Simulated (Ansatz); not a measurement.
An Ansatz (an electronic-structure program) run. Input:

Ansatz 0.2 input:
```yaml
crystal:
  lattice:
    - [-4.8441404536, 4.8441404536, 4.8441404536]
    - [4.8441404536, -4.8441404536, 4.8441404536]
    - [4.8441404536, 4.8441404536, -4.8441404536]
  atoms:
    - { symbol: Zn, position: [0.2772402314, 0.026113915, 0.0487039579] }
    - { symbol: Zn, position: [0.7227597686, 0.973886085, 0.9512960421] }
    - { symbol: Zn, position: [0.4774099571, 0.2285362735, 0.4512960421] }
    - { symbol: Zn, position: [0.5225900429, 0.7714637265, 0.5487039579] }
    - { symbol: Zn, position: [0.2227597686, 0.2714637265, 0.7488736836] }
    - { symbol: Zn, position: [0.7772402314, 0.7285362735, 0.2511263164] }
    - { symbol: Zn, position: [0.0225900429, 0.473886085, 0.7511263164] }
    - { symbol: Zn, position: [0.9774099571, 0.526113915, 0.2488736836] }
    - { symbol: Zn, position: [0.0487039579, 0.2772402314, 0.026113915] }
    - { symbol: Zn, position: [0.9512960421, 0.7227597686, 0.973886085] }
    - { symbol: Zn, position: [0.4512960421, 0.4774099571, 0.2285362735] }
    - { symbol: Zn, position: [0.5487039579, 0.5225900429, 0.7714637265] }
    - { symbol: Zn, position: [0.7488736836, 0.2227597686, 0.2714637265] }
    - { symbol: Zn, position: [0.2511263164, 0.7772402314, 0.7285362735] }
    - { symbol: Zn, position: [0.7511263164, 0.0225900429, 0.473886085] }
    - { symbol: Zn, position: [0.2488736836, 0.9774099571, 0.526113915] }
    - { symbol: Zn, position: [0.026113915, 0.0487039579, 0.2772402314] }
    - { symbol: Zn, position: [0.973886085, 0.9512960421, 0.7227597686] }
    - { symbol: Zn, position: [0.2285362735, 0.4512960421, 0.4774099571] }
    - { symbol: Zn, position: [0.7714637265, 0.5487039579, 0.5225900429] }
    - { symbol: Zn, position: [0.2714637265, 0.7488736836, 0.2227597686] }
    - { symbol: Zn, position: [0.7285362735, 0.2511263164, 0.7772402314] }
    - { symbol: Zn, position: [0.473886085, 0.7511263164, 0.0225900429] }
    - { symbol: Zn, position: [0.526113915, 0.2488736836, 0.9774099571] }
    - { symbol: N, position: [0.7301469908, 0.4801469908, 0.25] }
    - { symbol: N, position: [0.2698530092, 0.5198530092, 0.75] }
    - { symbol: N, position: [0.7698530092, 0.0198530092, 0.75] }
    - { symbol: N, position: [0.2301469908, 0.9801469908, 0.25] }
    - { symbol: N, position: [0.25, 0.7301469908, 0.4801469908] }
    - { symbol: N, position: [0.75, 0.2698530092, 0.5198530092] }
    - { symbol: N, position: [0.75, 0.7698530092, 0.0198530092] }
    - { symbol: N, position: [0.25, 0.2301469908, 0.9801469908] }
    - { symbol: N, position: [0.4801469908, 0.25, 0.7301469908] }
    - { symbol: N, position: [0.5198530092, 0.75, 0.2698530092] }
    - { symbol: N, position: [0.0198530092, 0.75, 0.7698530092] }
    - { symbol: N, position: [0.9801469908, 0.25, 0.2301469908] }
    - { symbol: N, position: [0.5, 0.0, 0.0] }
    - { symbol: N, position: [0.5, 0.5, 0.5] }
    - { symbol: N, position: [0.0, 0.0, 0.5] }
    - { symbol: N, position: [0.0, 0.5, 0.0] }
kpoints:
  mp_grid: { grid: [11, 11, 11] }
hamiltonian:
  xc: pbesol
  pseudopotentials: { kind: paw }
scf:
  occupations: { method: fermi_dirac, width: 0.1 }
elastic: { mode: relaxed_ion, stencil: two_point, amplitude: 0.005, f_tol: 0.0005 }
```

Output (shortened):

```
Pseudopotential: Zn, paw, valence charge 12
Pseudopotential: N, paw, valence charge 5
Functional definition: PBEsol
Crystal: 40 atoms, lattice volume = 454.685 Å³
Basis set: ecut = 420 eV, 8853 PW (Γ), exchange–correlation on 120×120×120 points (8 copies of the dense FFT grid, shifted against one another)
Bands: 224, of which v1, the nominal top of the filled ones, is band 184 counted from 1 (183 counted from 0)
Symmetry: 24 space group operations
Space group: Ia-3 (ITA 206), of the structure as read, at distance tolerance 7.7e-5 Å
k-points: 76 of 1331
SCF 1 converged in 18 iterations: F = -84795.865427 eV  dr2 = 1.06e-14
the run's memory leaves no room for the unstrained crystal's orbitals beside the elastic batch's strained cells …
Crystal: 40 atoms, lattice volume = 452.411 Å³
Basis set: ecut = 420 eV, 8789 PW (Γ), exchange–correlation on 120×120×120 points (8 copies of the dense FFT grid, shifted against one another)
Symmetry: 8 space group operations
k-points: 216 of 1331
SCF 2 converged in 19 iterations: F = -84795.857208 eV  dr2 = 4.01e-14
relax step   1: F+E_penalty+E_count = -84795.85720793 eV  Δ(F+E_penalty+E_count) = +0.000e0 eV  max|allowed force component| = 3.105e-2 eV/Å  Δτ_max = 0.0000 Å  (19 SCF iters, accepted)
Crystal: 40 atoms, lattice volume = 452.411 Å³
SCF 3 converged in 14 iterations: F = -84795.857478 eV  dr2 = 2.72e-14
relax step   2: F+E_penalty+E_count = -84795.85747804 eV  Δ(F+E_penalty+E_count) = -2.701e-4 eV  max|allowed force component| = 2.007e-2 eV/Å  Δτ_max = 0.0010 Å  (14 SCF iters, accepted)
Crystal: 40 atoms, lattice volume = 452.411 Å³
SCF 4 converged in 15 iterations: F = -84795.857964 eV  dr2 = 7.66e-14
relax step   3: F+E_penalty+E_count = -84795.85796425 eV  Δ(F+E_penalty+E_count) = -4.862e-4 eV  max|allowed force component| = 3.809e-3 eV/Å  Δτ_max = 0.0039 Å  (15 SCF iters, accepted)
Crystal: 40 atoms, lattice volume = 452.411 Å³
SCF 5 converged in 14 iterations: F = -84795.858009 eV  dr2 = 5.60e-14
relax step   4: F+E_penalty+E_count = -84795.85800947 eV  Δ(F+E_penalty+E_count) = -4.522e-5 eV  max|allowed force component| = 2.475e-3 eV/Å  Δτ_max = 0.0012 Å  (14 SCF iters, accepted)
Crystal: 40 atoms, lattice volume = 452.411 Å³
SCF 6 converged in 13 iterations: F = -84795.858013 eV  dr2 = 2.52e-14
relax step   5: F+E_penalty+E_count = -84795.85801318 eV  Δ(F+E_penalty+E_count) = -3.704e-6 eV  max|allowed force component| = 5.117e-5 eV/Å  Δτ_max = 0.0003 Å  (13 SCF iters, accepted)
Crystal: 40 atoms, lattice volume = 452.411 Å³
SCF 7 converged in 8 iterations: F = -84795.858013 eV  dr2 = 6.90e-14
Crystal: 40 atoms, lattice volume = 456.958 Å³
Basis set: ecut = 420 eV, 8877 PW (Γ), exchange–correlation on 120×120×120 points (8 copies of the dense FFT grid, shifted against one another)
SCF 8 converged in 18 iterations: F = -84795.856966 eV  dr2 = 4.14e-14
relax step   1: F+E_penalty+E_count = -84795.85696557 eV  Δ(F+E_penalty+E_count) = +0.000e0 eV  max|allowed force component| = 3.011e-2 eV/Å  Δτ_max = 0.0000 Å  (18 SCF iters, accepted)
Crystal: 40 atoms, lattice volume = 456.958 Å³
SCF 9 converged in 16 iterations: F = -84795.857720 eV  dr2 = 2.33e-14
relax step   2: F+E_penalty+E_count = -84795.85771955 eV  Δ(F+E_penalty+E_count) = -7.540e-4 eV  max|allowed force component| = 2.279e-3 eV/Å  Δτ_max = 0.0054 Å  (16 SCF iters, accepted)
Crystal: 40 atoms, lattice volume = 456.958 Å³
SCF 10 converged in 13 iterations: F = -84795.857721 eV  dr2 = 9.94e-14
relax step   3: F+E_penalty+E_count = -84795.85772100 eV  Δ(F+E_penalty+E_count) = -1.451e-6 eV  max|allowed force component| = 2.311e-3 eV/Å  Δτ_max = 0.0006 Å  (13 SCF iters, accepted)
Crystal: 40 atoms, lattice volume = 456.958 Å³
SCF 11 converged in 12 iterations: F = -84795.857727 eV  dr2 = 4.44e-14
relax step   4: F+E_penalty+E_count = -84795.85772687 eV  Δ(F+E_penalty+E_count) = -5.870e-6 eV  max|allowed force component| = 6.356e-5 eV/Å  Δτ_max = 0.0002 Å  (12 SCF iters, accepted)
Crystal: 40 atoms, lattice volume = 456.958 Å³
SCF 12 converged in 8 iterations: F = -84795.857727 eV  dr2 = 7.58e-14
Crystal: 40 atoms, lattice volume = 454.682 Å³
Basis set: ecut = 420 eV, 8825 PW (Γ), exchange–correlation on 120×120×120 points (8 copies of the dense FFT grid, shifted against one another)
Symmetry: 4 space group operations
k-points: 366 of 1331
the mixing steps aren't corrected for partly filled atomic shells, since the memory limit or a GPU had no room for it …
SCF 13 converged in 20 iterations: F = -84795.862159 eV  dr2 = 5.21e-14
relax step   1: F+E_penalty+E_count = -84795.86215937 eV  Δ(F+E_penalty+E_count) = +0.000e0 eV  max|allowed force component| = 3.986e-2 eV/Å  Δτ_max = 0.0000 Å  (20 SCF iters, accepted)
Crystal: 40 atoms, lattice volume = 454.682 Å³
the mixing steps aren't corrected for partly filled atomic shells, since the memory limit or a GPU had no room for it …
SCF 14 converged in 14 iterations: F = -84795.862537 eV  dr2 = 6.03e-14
relax step   2: F+E_penalty+E_count = -84795.86253661 eV  Δ(F+E_penalty+E_count) = -3.772e-4 eV  max|allowed force component| = 2.766e-2 eV/Å  Δτ_max = 0.0008 Å  (14 SCF iters, accepted)
Crystal: 40 atoms, lattice volume = 454.682 Å³
the mixing steps aren't corrected for partly filled atomic shells, since the memory limit or a GPU had no room for it …
SCF 15 converged in 16 iterations: F = -84795.862919 eV  dr2 = 3.43e-14
relax step   3: F+E_penalty+E_count = -84795.86291869 eV  Δ(F+E_penalty+E_count) = -3.821e-4 eV  max|allowed force component| = 1.931e-3 eV/Å  Δτ_max = 0.0024 Å  (16 SCF iters, accepted)
Crystal: 40 atoms, lattice volume = 454.682 Å³
the mixing steps aren't corrected for partly filled atomic shells, since the memory limit or a GPU had no room for it …
SCF 16 converged in 14 iterations: F = -84795.862923 eV  dr2 = 3.11e-14
relax step   4: F+E_penalty+E_count = -84795.86292296 eV  Δ(F+E_penalty+E_count) = -4.268e-6 eV  max|allowed force component| = 2.320e-4 eV/Å  Δτ_max = 0.0003 Å  (14 SCF iters, accepted)
Crystal: 40 atoms, lattice volume = 454.682 Å³
the mixing steps aren't corrected for partly filled atomic shells, since the memory limit or a GPU had no room for it …
SCF 17 converged in 8 iterations: F = -84795.862923 eV  dr2 = 5.71e-14
Crystal: 40 atoms, lattice volume = 454.682 Å³
the mixing steps aren't corrected for partly filled atomic shells, since the memory limit or a GPU had no room for it …
SCF 18 converged in 20 iterations: F = -84795.862159 eV  dr2 = 5.28e-14
relax step   1: F+E_penalty+E_count = -84795.86215937 eV  Δ(F+E_penalty+E_count) = +0.000e0 eV  max|allowed force component| = 3.986e-2 eV/Å  Δτ_max = 0.0000 Å  (20 SCF iters, accepted)
Crystal: 40 atoms, lattice volume = 454.682 Å³
the mixing steps aren't corrected for partly filled atomic shells, since the memory limit or a GPU had no room for it …
SCF 19 converged in 16 iterations: F = -84795.862918 eV  dr2 = 8.65e-14
relax step   2: F+E_penalty+E_count = -84795.86291753 eV  Δ(F+E_penalty+E_count) = -7.582e-4 eV  max|allowed force component| = 3.635e-3 eV/Å  Δτ_max = 0.0026 Å  (16 SCF iters, accepted)
Crystal: 40 atoms, lattice volume = 454.682 Å³
the mixing steps aren't corrected for partly filled atomic shells, since the memory limit or a GPU had no room for it …
SCF 20 converged in 14 iterations: F = -84795.862922 eV  dr2 = 1.95e-14
relax step   3: F+E_penalty+E_count = -84795.86292223 eV  Δ(F+E_penalty+E_count) = -4.697e-6 eV  max|allowed force component| = 1.050e-3 eV/Å  Δτ_max = 0.0003 Å  (14 SCF iters, accepted)
Crystal: 40 atoms, lattice volume = 454.682 Å³
the mixing steps aren't corrected for partly filled atomic shells, since the memory limit or a GPU had no room for it …
SCF 21 converged in 12 iterations: F = -84795.862923 eV  dr2 = 5.60e-14
relax step   4: F+E_penalty+E_count = -84795.86292304 eV  Δ(F+E_penalty+E_count) = -8.179e-7 eV  max|allowed force component| = 7.721e-5 eV/Å  Δτ_max = 0.0002 Å  (12 SCF iters, accepted)
Crystal: 40 atoms, lattice volume = 454.682 Å³
the mixing steps aren't corrected for partly filled atomic shells, since the memory limit or a GPU had no room for it …
SCF 22 converged in 8 iterations: F = -84795.862923 eV  dr2 = 6.10e-14
SCF converged after 18 iterations
Free energy (F): -84795.865427 eV
Harris-Foulkes:  -84795.865427 eV  (|F-HF|=5.82e-11)
Internal energy: -84795.852501 eV  (E = F + TS)
E sigma→0 (E₀):  -84795.858964 eV
Entropy (-TS):   -0.012926 eV (-0.323 meV/atom)
Fermi energy:    10.474134 eV
--- Per-component energies (eV) ---
  E_band       = 1489.737848
  E_kinetic    = 5215.307541
  E_local      = -40438.872084  (includes V_loc(G=0)·N_el)
  E_nonlocal   = 15536.109197
  E_hartree    = 16745.288411
  E_xc         = -4207.730465
  E_vxc        = -2476.398825  (∫ρ·V_xc dr)
  E_paw        = -44954.825766  (= ΣΔE_a)
  E_vpaw       = -9836.977911  (= ΣTr[D̂ρ^β])
  E_aug_tail   = -0.006889  (compensation charges beyond the density's cutoff)
  E_ewald      = -32710.708544
  E_core_change = 19.586099  (= ΣΔE_core)
  E_smearing   = -0.012926  (= −TS)
  E_closure    = 0.000000  (closes the sum)
  Σ components = -84795.865427   (vs F -84795.865427, Δ=0.00e0)
--- Forces (eV/Å), atoms counted from 1 ---
  atom   1  Zn    -0.00037025    -0.00000672     0.00009923
  atom   2  Zn     0.00037025     0.00000672    -0.00009923
  atom   3  Zn     0.00037025     0.00000672     0.00009923
  atom   4  Zn    -0.00037025    -0.00000672    -0.00009923
  atom   5  Zn    -0.00037025     0.00000672    -0.00009923
  atom   6  Zn     0.00037025    -0.00000672     0.00009923
  atom   7  Zn     0.00037025    -0.00000672    -0.00009923
  atom   8  Zn    -0.00037025     0.00000672     0.00009923
  atom   9  Zn     0.00009923    -0.00037025    -0.00000672
  atom  10  Zn    -0.00009923     0.00037025     0.00000672
  atom  11  Zn     0.00009923     0.00037025     0.00000672
  atom  12  Zn    -0.00009923    -0.00037025    -0.00000672
  atom  13  Zn    -0.00009923    -0.00037025     0.00000672
  atom  14  Zn     0.00009923     0.00037025    -0.00000672
  atom  15  Zn    -0.00009923     0.00037025    -0.00000672
  atom  16  Zn     0.00009923    -0.00037025     0.00000672
  atom  17  Zn    -0.00000672     0.00009923    -0.00037025
  atom  18  Zn     0.00000672    -0.00009923     0.00037025
  atom  19  Zn     0.00000672     0.00009923     0.00037025
  atom  20  Zn    -0.00000672    -0.00009923    -0.00037025
  atom  21  Zn     0.00000672    -0.00009923    -0.00037025
  atom  22  Zn    -0.00000672     0.00009923     0.00037025
  atom  23  Zn    -0.00000672    -0.00009923     0.00037025
  atom  24  Zn     0.00000672     0.00009923    -0.00037025
  atom  25  N      0.00000000     0.00000000     0.00021147
  atom  26  N      0.00000000     0.00000000    -0.00021147
  atom  27  N      0.00000000     0.00000000    -0.00021147
  atom  28  N      0.00000000     0.00000000     0.00021147
  atom  29  N      0.00021147     0.00000000     0.00000000
  atom  30  N     -0.00021147     0.00000000     0.00000000
  atom  31  N     -0.00021147     0.00000000     0.00000000
  atom  32  N      0.00021147     0.00000000     0.00000000
  atom  33  N      0.00000000     0.00021147     0.00000000
  atom  34  N      0.00000000    -0.00021147     0.00000000
  atom  35  N      0.00000000    -0.00021147     0.00000000
  atom  36  N      0.00000000     0.00021147     0.00000000
  atom  37  N      0.00000000     0.00000000     0.00000000
  atom  38  N      0.00000000     0.00000000     0.00000000
  atom  39  N      0.00000000     0.00000000     0.00000000
  atom  40  N      0.00000000     0.00000000     0.00000000
  max |Σ_I F_I| component: 3.23e-18 eV/Å
--- Stress (GPa, compression-positive) ---
       -0.015702       0.000000       0.000000
        0.000000      -0.015702       0.000000
        0.000000       0.000000      -0.015702
  P = ⅓ Tr σ = -0.0157 GPa (-0.157 kbar)
--- Band table (eV; the first three rows and the last of 76) ---
  k-point 0: bands = ["-5.3760", "-4.2575", "-4.2575", "-4.2108", "-4.2108", "-4.2108", "-4.1853", "-4.1853", "-4.1853", "-4.0190", "-3.9530", "-3.9530", "-3.9530", "-3.7271", "-3.7271", "-3.5748", "2.2418", "2.2418", "2.2418", "2.7021", "2.7021", "2.7021", …
  k-point 1: bands = ["-5.3616", "-4.3214", "-4.2953", "-4.2677", "-4.2429", "-4.2001", "-4.1740", "-4.1465", "-4.1262", "-4.0045", "-3.9380", "-3.9369", "-3.9210", "-3.7369", "-3.7304", "-3.5810", "2.2472", "2.2512", "2.2522", "2.6803", "2.6831", "2.6995", …
  k-point 2: bands = ["-5.3189", "-4.4557", "-4.3466", "-4.3285", "-4.2603", "-4.2330", "-4.1335", "-4.1110", "-4.0597", "-3.9719", "-3.9030", "-3.9011", "-3.8533", "-3.7651", "-3.7417", "-3.5974", "2.2634", "2.2785", "2.2821", "2.6363", "2.6412", "2.6941", …
  k-point 75: bands = ["-4.7338", "-4.6341", "-4.6340", "-4.5928", "-4.5928", "-4.5007", "-4.1027", "-4.1026", "-4.1015", "-3.9433", "-3.7244", "-3.7244", "-3.7204", "-3.6150", "-3.6149", "-3.6105", "2.4853", "2.5016", "2.5032", "2.5153", "2.5211", "2.5282", …
--- Elastic constants: 2 strain directions × 2 members + reference (group order 24) ---
  dense FFT box of the reference and of every strained cell: 60×60×60
  strains applied: 11, 23; error gains: componentwise 1.00 (the most a stress slope's error grows in a printed constant), spectral 1.73 (1 for all six strains …
  C = ∂σ_k/∂η_j (tension-positive GPa; Voigt order 11 22 33 23 13 12):
       215.700    116.101    116.102      0.000      0.000      0.000
       116.102    215.700    116.101      0.000      0.000      0.000
       116.101    116.102    215.700      0.000      0.000      0.000
         0.000      0.000      0.000     72.135      0.000      0.000
         0.000      0.000      0.000      0.000     72.135      0.000
         0.000      0.000      0.000      0.000      0.000     72.135
  reference stress σ⁰ (GPa):      0.016      0.016      0.016      0.000      0.000      0.000
  moduli (Voigt/Reuss/Hill, GPa): K = 149.30/149.30/149.30   G = 63.20/61.16/62.18   E = 163.80   ν = 0.317
  mechanically stable: yes (min eigenvalue of sym C = 72.13 GPa)
  strain η (Voigt 11):  stress-route row diagonal C_11 = 215.70 GPa, energy-path curvature d²(F+E_count+ΔE)/dδ²/Ω₀ = 215.69 GPa
         δ    σ_11 (GPa)             F (eV)   n_scf  n_hpsi   n_pw
    -5.000e-3      -1.0699      -84795.8580132       8  707117   8900   relax 5 steps, max|allowed force component| 5.12e-5 eV/Å
     5.000e-3       1.0871      -84795.8577269       8  692150   9012   relax 4 steps, max|allowed force component| 6.36e-5 eV/Å
  strain η (Voigt 23):  stress-route row diagonal C_44 = 72.13 GPa, energy-path curvature d²(F+E_count+ΔE)/dδ²/Ω₀ = 72.14 GPa
         δ    σ_23 (GPa)             F (eV)   n_scf  n_hpsi   n_pw
    -5.000e-3      -0.3607      -84795.8629230       8  1154980   8932   relax 4 steps, max|allowed force component| 2.32e-4 eV/Å
     5.000e-3       0.3607      -84795.8629230       8  1125423   8932   relax 4 steps, max|allowed force component| 7.72e-5 eV/Å
```

Cost: very roughly 12 core-hours on shared cores.

The PBEsol relaxation kept the symmetry of its start. As this level gives no gap, shear constants depend on the k-mesh and smearing (Fermi–Dirac, 0.1 eV here).

Potentials: the later of the program's two PAW sets.

Ansatz is a plane-wave DFT program.
